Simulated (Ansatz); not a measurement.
An Ansatz input:

```yaml
crystal:
  lattice:
    - [2.5208601632, 0.0, 0.0]
    - [-1.2604300816, 2.1831289407, 0.0]
    - [0.0, 0.0, 8.2362865143]
  atoms:
    - { symbol: Cu, position: [0.0, 1.0, 1.0] }
    - { symbol: Cu, position: [1.0, 1.0, 0.5] }
    - { symbol: Cu, position: [0.3333333333, 0.6666666667, 0.25] }
    - { symbol: Cu, position: [0.6666666667, 0.3333333333, 0.75] }
hamiltonian:
  xc: lda
  pseudopotentials:
    kind: paw
    azcp:
      Cu: "pseudopotentials/Cu.paw.azcp"
basis:
  ecutwfc: 420
  fft_grid_basis: typed
kpoints:
  mp_grid: { grid: [19, 19, 5], shift: [0, 0, 0] }
magnetization:
  spin_polarized: false
scf:
  occupations: { method: fermi_dirac, width: 0.1 }
output:
  stress: true
  write_density: true
  write_potential: true
  elf: true
  volumetric_format: npy
```

Output

```
Warning: the record states the generating functional pbe (its physics header spells it `PBE`), which answers neither for hamiltonian.xc's functional nor for the lda family's — results may be inconsistent (PPs are generated against a specific XC)
Engine: ansatz 0.2.0, aarch64-unknown-linux-gnu
Pseudopotentials: kind: paw
Pseudopotential: Cu, paw, valence charge 19, recommended cutoff 420 eV (normal) 
Functional definition: SPW92
  exchange = slater_x
  correlation = pw_c
Crystal: 4 atoms, lattice volume = 45.327 Å³
Basis set: ecut = 420 eV, 909 PW (Γ)
Bands: 46, of which v1, the nominal top of the filled ones, is band 38 counted from 1 (37 counted from 0)
Symmetry: 24 space group operations
Space group: P63/mmc (ITA 194), of the structure as read, at distance tolerance 3.6e-5 Å
k-points: 120 of 1805
Non-local potential: Cu, projectors of the file, l = 0: 3, l = 1: 2, l = 2: 3, l = 3: 1
PAW form: soft (Blöchl's): semilocal exchange-correlation on the pseudo side does not see the compensation charge
PAW frozen core: Cu, regenerated for the run's functional, and the local potential with it (the file was generated under x = pbe(κ = 0.804, μ = 0.2195149727645171), c = pbe(β = 0.06672455060314922))
PAW one-centre angular grid: Cu, 590 points (default); XC on 64 Gauss nodes
Initial density: superposition of atomic densities (neutral atoms: chi_scale 0, normalization atom), corrected by the library's trained network
Initial wavefunctions: pseudopotential atomic-orbital guess
Functional: x = slater, c = lda
SCF iter   1: F=—  HF=-26222.878764 eV  |F-HF|=—  |Δ(HF+E_count)|=         —  Δρ=2.42e-2  dr2=1.19e-1  ethr=1.77e-3  ⟨swp⟩=5.2  Hψ=17310  notcnv=0  defer=149
SCF iter   2: F=—  HF=-26222.849534 eV  |F-HF|=—  |Δ(HF+E_count)|=   2.92e-2  Δρ=2.51e-3  dr2=9.82e-4  ethr=1.57e-4  ⟨swp⟩=2.0  Hψ=9620  notcnv=0  defer=221
SCF iter   3: F=—  HF=-26222.848658 eV  |F-HF|=—  |Δ(HF+E_count)|=   8.77e-4  Δρ=2.63e-3  dr2=1.25e-3  ethr=1.29e-6  ⟨swp⟩=2.0  Hψ=9192  notcnv=0  defer=221
SCF iter   4: F=—  HF=-26222.848261 eV  |F-HF|=—  |Δ(HF+E_count)|=   3.97e-4  Δρ=9.59e-4  dr2=1.61e-4  ethr=1.29e-6  ⟨swp⟩=2.3  Hψ=7861  notcnv=0  defer=221
SCF iter   5: F=—  HF=-26222.848229 eV  |F-HF|=—  |Δ(HF+E_count)|=   3.12e-5  Δρ=2.80e-4  dr2=1.62e-5  ethr=2.12e-7  ⟨swp⟩=1.1  Hψ=5340  notcnv=0  defer=221
SCF iter   6: F=—  HF=-26222.848220 eV  |F-HF|=—  |Δ(HF+E_count)|=   9.33e-6  Δρ=4.69e-5  dr2=5.61e-7  ethr=2.14e-8  ⟨swp⟩=1.0  Hψ=5298  notcnv=0  defer=221
SCF iter   7: F=—  HF=-26222.848220 eV  |F-HF|=—  |Δ(HF+E_count)|=   1.33e-7  Δρ=2.04e-5  dr2=1.67e-7  ethr=1.32e-10  ⟨swp⟩=11.7  Hψ=39224  notcnv=0
SCF iter   8: F=-26222.848220 eV  HF=-26222.848220 eV  |F-HF|=6.30e-9  |Δ(HF+E_count)|=   2.95e-8  Δρ=4.08e-6  dr2=1.01e-8  ethr=1.32e-10  ⟨swp⟩=7.0  Hψ=30133  notcnv=0
SCF 1 converged in 8 iterations: F = -26222.848220 eV  dr2 = 1.01e-8
SCF converged after 8 iterations
Free energy (F): -26222.848220 eV
Harris-Foulkes:  -26222.848220 eV  (|F-HF|=6.30e-9)
Internal energy: -26222.809482 eV  (E = F + TS)
E sigma→0 (E₀):  -26222.828851 eV
Entropy (-TS):   -0.038738 eV (-9.685 meV/atom)
Fermi energy:    17.260554 eV
--- Per-component energies (eV) ---
  E_band       = -1395.824593
  E_kinetic    = 1204.005913
  E_local      = -15905.434147  (includes V_loc(G=0)·N_el)
  E_nonlocal   = 1574.512577
  E_hartree    = 6999.731928
  E_xc         = -358.060899
  E_vxc        = -464.406210  (∫ρ·V_xc dr)
  E_paw        = -6370.735660  (= ΣΔE_a)
  E_vpaw       = -1803.972771  (= ΣTr[D̂ρ^β])
  E_aug_tail   = 0.000785  (compensation charges beyond the density's cutoff)
  E_ewald      = -13368.628617
  E_core_change = 1.798640  (= ΣΔE_core)
  E_smearing   = -0.038738  (= −TS)
  E_closure    = -0.000000  (closes the sum)
  Σ components = -26222.848220   (vs F -26222.848220, Δ=0.00e0)
--- Stress (GPa, compression-positive) ---
       -7.061772       0.000000       0.000000
        0.000000      -7.061772       0.000000
        0.000000       0.000000      -6.177412
  P = ⅓ Tr σ = -6.7670 GPa (-67.670 kbar)
--- Band table (eV; the first three rows and the last of 120) ---
  k-point 0: bands = ["-94.6129", "-94.6058", "-94.6022", "-94.5951", "-52.4815", "-52.4185", "-52.4153", "-52.3767", "-52.3767", "-52.3687", "-52.3687", "-52.3649", "-52.3649", "-52.3569", "-52.3569", "-52.3518", "7.4960", "9.6758", "9.6800", "11.8623", "13.7884", "13.7963", "14.0356", "14.0356", "14.0467", "14.0467", "14.0578", "14.2351", "14.2351", "14.2704", "14.2704", "14.7981", "14.7981", "15.0565", "15.0565", "15.2339", "15.2339", "15.5397", "15.5397", "16.0875", "21.1496", "29.9704", "29.9707", "38.8778", "39.4521", "39.4521"]
  k-point 1: bands = ["-94.6124", "-94.6072", "-94.6008", "-94.5956", "-52.4784", "-52.4370", "-52.3968", "-52.3762", "-52.3762", "-52.3704", "-52.3704", "-52.3632", "-52.3632", "-52.3574", "-52.3574", "-52.3550", "7.5901", "8.9412", "10.4619", "11.8077", "13.8263", "13.8735", "14.0376", "14.0488", "14.0488", "14.0620", "14.0620", "14.2136", "14.2136", "14.2473", "14.2473", "14.8245", "14.8245", "15.0245", "15.0245", "15.2779", "15.2779", "15.5172", "15.5172", "15.6591", "21.8114", "27.5735", "32.4970", "38.9323", "39.3885", "39.5253"]
  k-point 2: bands = ["-94.6112", "-94.6094", "-94.5986", "-94.5968", "-52.4692", "-52.4549", "-52.3786", "-52.3749", "-52.3749", "-52.3728", "-52.3728", "-52.3642", "-52.3608", "-52.3608", "-52.3587", "-52.3587", "7.8699", "8.3264", "11.1536", "11.6026", "13.9031", "13.9816", "14.0826", "14.0826", "14.0955", "14.0955", "14.1740", "14.1740", "14.1919", "14.1952", "14.1952", "14.8430", "14.8875", "14.8875", "14.9602", "14.9602", "15.3663", "15.3663", "15.4544", "15.4544", "23.3662", "25.3476", "35.1141", "37.7360", "39.0891", "39.3447"]
  k-point 119: bands = ["-94.5928", "-94.5928", "-94.5892", "-94.5892", "-52.4587", "-52.4577", "-52.4535", "-52.4468", "-52.4389", "-52.4375", "-52.4272", "-52.4252", "-52.3947", "-52.3892", "-52.3865", "-52.3850", "12.9202", "12.9276", "12.9669", "12.9785", "13.1427", "13.1667", "13.2222", "13.2677", "13.8011", "13.8371", "13.8664", "13.8835", "14.6235", "14.6359", "14.9704", "14.9925", "15.3967", "15.4480", "15.5376", "15.5394", "19.8505", "20.1519", "21.2904", "21.3801", "21.6595", "21.9818", "24.0081", "24.5024", "25.6233", "26.2251"]
```
